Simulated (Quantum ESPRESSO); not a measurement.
## WGa2Cu2Mo3 (one run as intended and one with a planted mistake)

Computed values, not a measurement. The program is pw.x of Quantum ESPRESSO 7.5 (plane-wave density functional theory). The cell is made up: eight metal atoms on a face-centred cubic lattice, with elements, volume, strain and displacements drawn at random and not relaxed, so it may be unstable or far from any real phase. PseudoDojo standard norm-conserving files set the functional (PBE unless stated); there is no spin polarisation or spin-orbit coupling, the Fermi-Dirac width of 0.25 eV means electrons at about 2900 K, and the masses in the input are unused placeholders. The copper pseudopotential is less sure than most, with forces differing by about three percent and pressure by about two GPa from a second method on plain copper. Heavy elements are run without spin-orbit coupling, which real alloys of them have. A spin test at this wide smearing found no moment, but such smearing suppresses magnetism that the real alloy may have.

Intended input:

```
&control calculation='scf', pseudo_dir='./dojo.nc.sr.pbe.v0_5.standard.upf', outdir='./o', disk_io='minimal', tprnfor=.true., tstress=.true. /
&system ibrav=0, nat=8, ntyp=4, nbnd=73, ecutwfc=92.02030273, nosym=.true., tot_charge=0,
 occupations='smearing', smearing='fd', degauss=0.0183746611
/
&electrons conv_thr=1.470e-08, electron_maxstep=70, mixing_beta=0.5 /
ATOMIC_SPECIES
Cu 1.0 Cu.upf
Ga 1.0 Ga.upf
Mo 1.0 Mo.upf
W 1.0 W.upf
CELL_PARAMETERS angstrom
-3.8898 0.0 0.0
-1.9449 -3.8898 -1.9449
-1.9449 -3.8898 5.8347
ATOMIC_POSITIONS angstrom
W -0.0249 -0.0029 0.0507
Ga -1.8635 -3.825 2.0743
Ga -2.0483 -2.0763 -0.043
Cu -3.8282 -5.7929 2.0915
Cu -3.7578 -3.7888 3.7843
Mo -3.8911 -3.764 -0.0158
Mo -3.8428 -2.0066 1.9421
Mo -5.7868 -5.9711 3.915
K_POINTS automatic
7 5 4 1 1 1
```

The log is shortened where brackets say so; the opening notice, blank lines, dates and the lines on written files are dropped, and the path of the files is cut. It prints rydbergs, bohrs and kilobars, and counts compression as positive stress. Its total energy is the free energy E - TS of the whole cell.

Log of the intended run:

```
     Program PWSCF v.7.5
     Parallel version (MPI & OpenMP), running on       4 processor cores
     Number of MPI processes:                 4
     Threads/MPI process:                     1
     [start-up lines left out]
     bravais-lattice index     =            0
     lattice parameter (alat)  =       7.3507  a.u.
     unit-cell volume          =     794.3436 (a.u.)^3
     number of atoms/cell      =            8
     number of atomic types    =            4
     number of electrons       =       120.00
     number of Kohn-Sham states=           73
     kinetic-energy cutoff     =      92.0203  Ry
     charge density cutoff     =     368.0812  Ry
     scf convergence threshold =      1.5E-08
     mixing beta               =       0.5000
     number of iterations used =            8  plain     mixing
     Exchange-correlation= PBE
                           (   1   4   3   4   0   0   0)
     [axes and pseudopotential details left out]
   Cartesian axes
     site n.     atom                  positions (alat units)
         1        W      tau(   1) = (  -0.0064014  -0.0007455   0.0130341  )
         2        Ga     tau(   2) = (  -0.4790735  -0.9833410   0.5332665  )
         3        Ga     tau(   3) = (  -0.5265823  -0.5337807  -0.0110546  )
         4        Cu     tau(   4) = (  -0.9841637  -1.4892539   0.5376883  )
         5        Cu     tau(   5) = (  -0.9660651  -0.9740347   0.9728778  )
         6        Mo     tau(   6) = (  -1.0003342  -0.9676590  -0.0040619  )
         7        Mo     tau(   7) = (  -0.9879171  -0.5158620   0.4992802  )
         8        Mo     tau(   8) = (  -1.4876857  -1.5350661   1.0064785  )
     number of k points=    70  Fermi-Dirac smearing, width (Ry)=  0.0184
                       cart. coord. in units 2pi/alat
        k(    1) = (  -0.0714286  -0.0705357   0.0125000), wk =   0.0285714
        k(    2) = (  -0.0714286  -0.1330357   0.1375000), wk =   0.0285714
     [further k points left out]
     Dense  grid:    94563 G-vectors     FFT dimensions: (  45,  60,  90)
     Estimated max dynamical RAM per process >     412.50 MB
     Estimated total dynamical RAM >       1.54 GB
     Initial potential from superposition of free atoms
     starting charge     119.9892, renormalised to     120.0000
     Starting wfcs are   78 randomized atomic wfcs
     total cpu time spent up to now is        7.9 secs
     per-process dynamical memory:   338.0 Mb
     Self-consistent Calculation
     iteration #  1     ecut=    92.02 Ry     beta= 0.50
     Davidson diagonalization with overlap
     ethr =  1.00E-02,  avg # of iterations =  3.2
     total cpu time spent up to now is       29.2 secs
     total energy              =   -1631.37025691 Ry
     estimated scf accuracy    <       9.59601882 Ry
     iteration #  2     ecut=    92.02 Ry     beta= 0.50
     Davidson diagonalization with overlap
     ethr =  8.00E-03,  avg # of iterations =  3.0
     total cpu time spent up to now is       52.4 secs
     total energy              =   -1632.00128426 Ry
     estimated scf accuracy    <      68.46385856 Ry
     [iterations 3 to 16 left out]
     iteration # 17     ecut=    92.02 Ry     beta= 0.50
     Davidson diagonalization with overlap
     ethr =  8.39E-10,  avg # of iterations =  2.0
     total cpu time spent up to now is      323.8 secs
     total energy              =   -1637.58064502 Ry
     estimated scf accuracy    <       0.00000012 Ry
     iteration # 18     ecut=    92.02 Ry     beta= 0.50
     Davidson diagonalization with overlap
     ethr =  9.91E-11,  avg # of iterations =  2.0
     total cpu time spent up to now is      340.3 secs
     End of self-consistent calculation
     [lines on levels left out]
!    total energy              =   -1637.58064503 Ry
     estimated scf accuracy    <          5.0E-09 Ry
     smearing contrib. (-TS)   =      -0.09054183 Ry
     internal energy E=F+TS    =   -1637.49010321 Ry
     The total energy is F=E-TS. E is the sum of the following terms:
     one-electron contribution =    -656.06104220 Ry
     hartree contribution      =     413.94398535 Ry
     xc contribution           =    -272.34577594 Ry
     ewald contribution        =   -1123.02727041 Ry
     convergence has been achieved in  18 iterations
     Forces acting on atoms (cartesian axes, Ry/au):
     atom    1 type  4   force =     0.01568764   -0.02789910   -0.06840072
     atom    2 type  2   force =    -0.00655537   -0.04069775    0.00325947
     atom    3 type  2   force =     0.06171276    0.09011666    0.02663624
     atom    4 type  1   force =     0.00046748    0.00257584   -0.02680211
     atom    5 type  1   force =    -0.01446039   -0.01938981    0.02460694
     atom    6 type  3   force =    -0.01633132   -0.09530965    0.04703847
     atom    7 type  3   force =    -0.01302787    0.04566675    0.01648027
     atom    8 type  3   force =    -0.02749293    0.04493705   -0.02281856
     Total force =     0.198378     Total SCF correction =     0.000306
     Computing stress (Cartesian axis) and pressure
          total   stress  (Ry/bohr**3)                   (kbar)     P=       71.72
   0.00052965   0.00004551   0.00001932           77.91        6.69        2.84
   0.00004551   0.00041459  -0.00015578            6.69       60.99      -22.92
   0.00001932  -0.00015578   0.00051845            2.84      -22.92       76.27
     init_run     :      7.08s CPU      7.48s WALL (       1 calls)
     electrons    :    318.51s CPU    332.43s WALL (       1 calls)
     forces       :      2.47s CPU      2.49s WALL (       1 calls)
     stress       :      8.41s CPU      8.49s WALL (       1 calls)
     [timing details left out]
     PWSCF        :   5m36.90s CPU   5m51.43s WALL
     JOB DONE.
```

A second run has one planted mistake: one atom is of a wrong element. The input lines that differ:

```
- &system ibrav=0, nat=8, ntyp=4, nbnd=73, ecutwfc=92.02030273, nosym=.true., tot_charge=0,
+ &system ibrav=0, nat=8, ntyp=5, nbnd=70, ecutwfc=92.02030273, nosym=.true., tot_charge=0,
+ In 1.0 In.upf
- Cu -3.8282 -5.7929 2.0915
+ In -3.8282 -5.7929 2.0915
```

Its log:

```
     Program PWSCF v.7.5
     Parallel version (MPI & OpenMP), running on       4 processor cores
     Number of MPI processes:                 4
     Threads/MPI process:                     1
     [start-up lines left out]
     bravais-lattice index     =            0
     lattice parameter (alat)  =       7.3507  a.u.
     unit-cell volume          =     794.3436 (a.u.)^3
     number of atoms/cell      =            8
     number of atomic types    =            5
     number of electrons       =       114.00
     number of Kohn-Sham states=           70
     kinetic-energy cutoff     =      92.0203  Ry
     charge density cutoff     =     368.0812  Ry
     scf convergence threshold =      1.5E-08
     mixing beta               =       0.5000
     number of iterations used =            8  plain     mixing
     Exchange-correlation= PBE
                           (   1   4   3   4   0   0   0)
     [axes and pseudopotential details left out]
   Cartesian axes
     site n.     atom                  positions (alat units)
         1        W      tau(   1) = (  -0.0064014  -0.0007455   0.0130341  )
         2        Ga     tau(   2) = (  -0.4790735  -0.9833410   0.5332665  )
         3        Ga     tau(   3) = (  -0.5265823  -0.5337807  -0.0110546  )
         4        In     tau(   4) = (  -0.9841637  -1.4892539   0.5376883  )
         5        Cu     tau(   5) = (  -0.9660651  -0.9740347   0.9728778  )
         6        Mo     tau(   6) = (  -1.0003342  -0.9676590  -0.0040619  )
         7        Mo     tau(   7) = (  -0.9879171  -0.5158620   0.4992802  )
         8        Mo     tau(   8) = (  -1.4876857  -1.5350661   1.0064785  )
     number of k points=    70  Fermi-Dirac smearing, width (Ry)=  0.0184
                       cart. coord. in units 2pi/alat
        k(    1) = (  -0.0714286  -0.0705357   0.0125000), wk =   0.0285714
        k(    2) = (  -0.0714286  -0.1330357   0.1375000), wk =   0.0285714
     [further k points left out]
     Dense  grid:    94563 G-vectors     FFT dimensions: (  45,  60,  90)
     Estimated max dynamical RAM per process >     406.53 MB
     Estimated total dynamical RAM >       1.52 GB
     Initial potential from superposition of free atoms
     starting charge     113.9856, renormalised to     114.0000
     Starting wfcs are   77 randomized atomic wfcs
     total cpu time spent up to now is        8.0 secs
     per-process dynamical memory:   321.1 Mb
     Self-consistent Calculation
     iteration #  1     ecut=    92.02 Ry     beta= 0.50
     Davidson diagonalization with overlap
     ethr =  1.00E-02,  avg # of iterations =  3.0
     total cpu time spent up to now is       30.4 secs
     total energy              =   -1387.99078045 Ry
     estimated scf accuracy    <       5.10208602 Ry
     iteration #  2     ecut=    92.02 Ry     beta= 0.50
     Davidson diagonalization with overlap
     ethr =  4.48E-03,  avg # of iterations =  3.0
     total cpu time spent up to now is       49.5 secs
     total energy              =   -1388.58371924 Ry
     estimated scf accuracy    <      28.31696027 Ry
     [iterations 3 to 15 left out]
     iteration # 16     ecut=    92.02 Ry     beta= 0.50
     Davidson diagonalization with overlap
     ethr =  2.61E-10,  avg # of iterations =  1.0
     total cpu time spent up to now is      306.9 secs
     total energy              =   -1391.18819887 Ry
     estimated scf accuracy    <       0.00000004 Ry
     iteration # 17     ecut=    92.02 Ry     beta= 0.50
     Davidson diagonalization with overlap
     ethr =  3.16E-11,  avg # of iterations =  2.0
     total cpu time spent up to now is      324.1 secs
     End of self-consistent calculation
     [lines on levels left out]
!    total energy              =   -1391.18819887 Ry
     estimated scf accuracy    <          7.9E-09 Ry
     smearing contrib. (-TS)   =      -0.08771665 Ry
     internal energy E=F+TS    =   -1391.10048222 Ry
     The total energy is F=E-TS. E is the sum of the following terms:
     one-electron contribution =    -405.77630447 Ry
     hartree contribution      =     295.44952426 Ry
     xc contribution           =    -266.34498426 Ry
     ewald contribution        =   -1014.42871776 Ry
     convergence has been achieved in  17 iterations
     Forces acting on atoms (cartesian axes, Ry/au):
     atom    1 type  5   force =     0.01297638   -0.06537353   -0.01342997
     atom    2 type  2   force =    -0.00734836   -0.02214502   -0.02048272
     atom    3 type  2   force =     0.06092981    0.08877156    0.02661795
     atom    4 type  3   force =     0.00409936    0.02005826   -0.07162382
     atom    5 type  1   force =    -0.01618194   -0.03193757    0.04007071
     atom    6 type  4   force =    -0.01592300   -0.07969715    0.02551750
     atom    7 type  4   force =    -0.01202277    0.05061293   -0.01554050
     atom    8 type  4   force =    -0.02652948    0.03971050    0.02887085
     Total force =     0.199105     Total SCF correction =     0.000397
     Computing stress (Cartesian axis) and pressure
          total   stress  (Ry/bohr**3)                   (kbar)     P=      214.05
   0.00137962   0.00005575   0.00002728          202.95        8.20        4.01
   0.00005575   0.00148473  -0.00025879            8.20      218.41      -38.07
   0.00002728  -0.00025879   0.00150099            4.01      -38.07      220.80
     init_run     :      7.11s CPU      7.61s WALL (       1 calls)
     electrons    :    312.16s CPU    316.14s WALL (       1 calls)
     forces       :      2.45s CPU      2.47s WALL (       1 calls)
     stress       :      9.01s CPU      9.03s WALL (       1 calls)
     [timing details left out]
     PWSCF        :   5m31.19s CPU   5m35.73s WALL
     JOB DONE.
```

|  | intended run | run with the mistake |
| --- | --- | --- |
| free energy (eV) | -22280.420 | -18928.080 |
| entropy term -TS, part of it (eV) | -1.232 | -1.193 |
| pressure (GPa) | 7.17 | 21.41 |
| size of the largest force component (eV/Å) | 2.451 | 2.282 |
| largest change of a force component (eV/Å) |  | 1.413 |
| iterations | 18 | 17 |

For scale, a rerun of the intended cell at a higher cutoff and on a denser mesh moved values by no more than 0.003 eV in energy, 0.04 GPa in stress and 0.006 eV/Å in force, and a second program with other atomic files agreed on that cell to 2 % rms in force and 0.5 GPa in pressure. Files of another functional or element have another zero of energy, so the energy change says nothing on stability. The number of bands, nbnd, was set by rule from the electron count, so it follows the mistake.